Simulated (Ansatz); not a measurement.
GaAs:
```xyz
16
Lattice="6.9598 0.0000 0.0000 0.0000 6.9598 0.0000 0.0000 0.0000 6.9598" Properties=species:S:1:pos:R:3 pbc="T T T"
Ga     2.3852     2.3852     2.3852
Ga     4.5746     4.5746     4.5746
Ga     1.0947     4.5746     5.8651
Ga     5.8651     2.3852     1.0947
Ga     5.8651     1.0947     4.5746
Ga     1.0947     5.8651     2.3852
Ga     4.5746     5.8651     1.0947
Ga     2.3852     1.0947     5.8651
As     0.9924     0.9924     0.9924
As     5.9674     5.9674     5.9674
As     2.4875     5.9674     4.4723
As     4.4723     0.9924     2.4875
As     4.4723     2.4875     5.9674
As     2.4875     4.4723     0.9924
As     5.9674     4.4723     2.4875
As     0.9924     2.4875     4.4723
```

Relaxed with r²SCAN. Special points in fractions of this cell's reciprocal vectors: Γ (0.000, 0.000, 0.000); X (0.000, 0.500, 0.000); M (0.500, 0.500, 0.000); R (0.500, 0.500, 0.500); X1 (0.500, 0.000, 0.000).

### Question
List the band energies nearest the Fermi level at these points for r²SCAN with spin–orbit coupling (plane waves, PAW; program Ansatz).

### Answer
In eV from the Fermi level; about four levels below and three above (degenerate sets whole), none deeper than 8.9 eV; points with the same levels are listed once.

```json
[
 {"k": "Γ", "below": "-0.29 -0.29 -0.27 -0.27", "above": "0.00 0.00 0.00 0.00"},
 {"k": "X", "below": "-0.83 -0.83 -0.83 -0.83", "above": "0.44 0.44 0.44 0.44"},
 {"k": "M", "below": "-1.35 -1.35 -1.35 -1.35", "above": "1.07 1.07 1.07 1.07"},
 {"k": "R", "below": "-2.49 -2.49 -2.49 -2.49 -2.49 -2.49", "above": "2.05 2.05 2.12 2.12 2.12 2.12 2.12 2.12"}
]
```

Space group Pa-3. The first step of the workflow began from a Materials Project structure, measured or hypothetical; the Crystallography Open Database copy checked does not list it. It is not the phase usual at ambient conditions (space group No. 216). The cell was relaxed with r²SCAN under the symmetry of its start; its stability against distortions is not shown here. The Fermi level of a semimetal is unsure by some 0.05 eV on such meshes.

Potentials: the earlier of the program's two PAW sets.
